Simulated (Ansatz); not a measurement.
Starting cell, SnO₂ (rutile):

```xyz
12
Lattice="9.6551 0.0000 0.0000 0.0000 4.8275 0.0000 0.0000 0.0000 3.2382" Properties=species:S:1:pos:R:3 pbc="T T T"
Sn     0.0000     0.0000     0.0000
Sn     4.8275     0.0000     0.0000
Sn     2.4138     2.4138     1.6191
Sn     7.2413     2.4138     1.6191
O      1.4800     1.4800     0.0000
O      6.3076     1.4800     0.0000
O      3.8938     0.9338     1.6191
O      8.7213     0.9338     1.6191
O      0.9338     3.8938     1.6191
O      5.7613     3.8938     1.6191
O      3.3475     3.3475     0.0000
O      8.1751     3.3475     0.0000
```

The atoms are displaced by Q × the pattern below (from a DFPT mode at X = (0.5, 0.0, 0.0), largest move 1; Q in Å), at fixed cell. It is one choice among 2 degenerate patterns. (q is in reciprocal vectors of the primitive cell; the cell shown is doubled to hold the pattern.)

```
atom       x       y      z
----  ------  ------  -----
Sn1    0.035  -0.004  0.000
Sn2   -0.035   0.004  0.000
Sn3    0.992   0.127  0.000
Sn4   -0.992  -0.127  0.000
O5     0.717  -0.025  0.000
O6    -0.717   0.025  0.000
O7     0.418   0.129  0.000
O8    -0.418  -0.129  0.000
O9     0.467   0.130  0.000
O10   -0.467  -0.130  0.000
O11    0.686  -0.016  0.000
O12   -0.686   0.016  0.000
```

Calculation: PBE (plane waves to 420 eV, PAW, scalar-relativistic; Ansatz, an electronic-structure program). k mesh 4×7×10 (Γ-centred), Fermi-Dirac smearing 0.05 eV. SnO2 was relaxed with its symmetry unable to fall.

At one point of the scan the forces (eV/Å) are:

| atom | Fx | Fy | Fz |
|---|---|---|---|
| Sn1 | -0.052 | 0.013 | 0.000 |
| Sn2 | 0.063 | 0.001 | 0.000 |
| Sn3 | -1.656 | -0.196 | 0.000 |
| Sn4 | 1.645 | 0.210 | 0.000 |
| O5 | -0.101 | 0.049 | 0.000 |
| O6 | 0.228 | 0.050 | 0.000 |
| O7 | -0.054 | -0.074 | 0.000 |
| O8 | 0.130 | -0.007 | 0.000 |
| O9 | -0.133 | 0.000 | 0.000 |
| O10 | 0.074 | 0.067 | 0.000 |
| O11 | -0.231 | -0.060 | 0.000 |
| O12 | 0.086 | -0.053 | 0.000 |

Task: Which point is it?
A) Q = 0.030 Å
B) Q = 0.180 Å
C) Q = 0.120 Å
D) Q = 0.090 Å

Result: C, Q = 0.120 Å

(For displaced atoms, the force is minus the slope of the energy, and its curvature is a force constant, which sets phonon frequencies.)
